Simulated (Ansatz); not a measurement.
Ba: stationary points along a deformation path

Theory: DFT PBEsol, scalar-relativistic, plane waves, PAW in Ansatz. The runs took a 420 eV cutoff, a Γ-centred 14×14×14 mesh and Gaussian smearing (0.15 eV). No spin polarisation. Energies are free energies at this smearing, counted from the undisturbed cell; pressure is positive in compression.

The undisturbed cell (as given, not relaxed at this level; it stands at -1.0 GPa; this fcc form isn't the usual structure):

```xyz
1
Lattice="0.0000 3.2327 3.2327 3.2327 0.0000 3.2327 3.2327 3.2327 0.0000" Properties=species:S:1:pos:R:3 pbc="T T T"
Ba    0.0000    0.0000    0.0000
```

At fixed volume and fractional coordinates, lengths along (0.000, 0.000, 1.000) are scaled against those across it; ρ is that ratio over its starting value. V = 67.563 Å³/atom. Δσ is the stress along the axis less the mean stress across it (compression positive).

| ρ | ΔE (meV/atom) | Δσ (GPa) | space group |
| --- | --- | --- | --- |
| 0.707 | -10.1 | 0.00 | Im-3m |
| 0.850 | -1.7 | -0.18 | I4/mmm |
| 1.000 | 0.0 | 0.00 | Fm-3m |
| 1.200 | 25.2 | -1.23 | I4/mmm |
| 1.414 | 124.3 | -3.12 | I4/mmm |

Task: How does the stress give the slope of the energy, and where is the energy stationary?

Result: Along the path d ln(length) is 2/3 d ln ρ on the axis and −1/3 d ln ρ across it, so dE/d ln ρ = −(2/3) V Δσ: the energy falls with ρ where Δσ is positive. Δσ vanishes or changes sign at ρ = 0.707 (Im-3m, an end of the scan), at -10.1 meV/atom; at ρ = 1.000 (Fm-3m), a stationary point at 0.0 meV/atom. Pairs of stationary points between two samples would go unseen, and could change a minimum read from distant neighbours into a maximum. At ρ = 0.707, 1.000 the cell is cubic, where symmetry alone makes the stress isotropic and the slope zero.

Task: Is the start the lowest point of the path?

Result: No: ρ = 0.707 lies 10.1 meV/atom lower, with no sampled rise above the start on the way. Volume and inner coordinates are held, so a relaxed structure there would lie lower still.

In a metal these slopes depend on the k mesh and the smearing.